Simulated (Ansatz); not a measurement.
Pressure against volume: LuPd

```cif
data_structure
_symmetry_space_group_name_H-M 'Pm-3m'
_symmetry_Int_Tables_number 221
_cell_length_a 3.4150
_cell_length_b 3.4150
_cell_length_c 3.4150
_cell_angle_alpha 90.000
_cell_angle_beta 90.000
_cell_angle_gamma 90.000
_cell_volume 39.83
loop_
_atom_site_label
_atom_site_type_symbol
_atom_site_symmetry_multiplicity
_atom_site_Wyckoff_symbol
_atom_site_fract_x
_atom_site_fract_y
_atom_site_fract_z
_atom_site_occupancy
Lu1 Lu 1 a 0.00000 0.00000 0.00000 1
Pd1 Pd 1 b 0.50000 0.50000 0.50000 1
```

The runs use the primitive cell with vectors (3.415, 0.000, 0.000), (0.000, 3.415, 0.000), (0.000, 0.000, 3.415) Å, to which the k mesh refers.

The cell is COD entry 1538201, as deposited and not checked against the literature; nothing was relaxed.

Spin polarisation is left out, and whether a magnetic state lies lower isn't shown here.

No spin–orbit coupling, which matters for the heavy atoms here.

Methods: DFT, PBEsol, all-electron LAPW, scalar-relativistic (Ansatz 0.2.0); DFT, PBEsol, PAW with Ansatz's default frozen-core files, scalar-relativistic (Ansatz 0.2.0).

For LAPW: a Γ-centred 10×10×10 k mesh, Fermi–Dirac smearing of 0.05 eV, basis error target 0.5 meV/atom, no spin polarisation. PAW takes a cutoff of 420 eV at this cell (files made with PBE, cores remade for this functional). The Ansatz runs share mesh, smearing and spin set-up. Plane-wave (PAW) pressures include the program's estimate of the Pulay term.

The cell above is scaled evenly, with fractional coordinates and shape held.

```tsv
V/V(cell)	V (Å³/atom)	P, LAPW (GPa)	P, PAW (GPa)	free energy over the lowest listed, PAW (meV/atom)
0.9400	18.718	5.01	5.00	11.8
0.9600	19.117	2.33	2.32	2.8
0.9800	19.515	-0.06	-0.07	0.0
0.9900	19.714	-1.16	-1.17	0.8
1.0000	19.913	-2.20	-2.20	2.9
1.0100	20.112	-3.18	-3.18	6.2
1.0200	20.312	-4.11	-4.11	10.8
1.0400	20.710	-5.82	-5.82	23.2
1.0600	21.108	?	?	?
```

Q: Fill in the row V/V(cell) = 1.0600.

A: P, LAPW (GPa) = -7.35, P, PAW (GPa) = -7.35, free energy over the lowest listed, PAW (meV/atom) = 39.6.

Q: What do Birch–Murnaghan fits to the pressures give?

A: LAPW: V0 = 19.50 Å³/atom, B0 = 111 GPa, B0′ = 4.5; PAW: V0 = 19.50 Å³/atom, B0 = 111 GPa, B0′ = 4.5.

PAW's V0 lies 0.00 % from the all-electron value and its B0 0.0 %. Symmetry fixes shape and coordinates here, so this is the relaxed modulus.
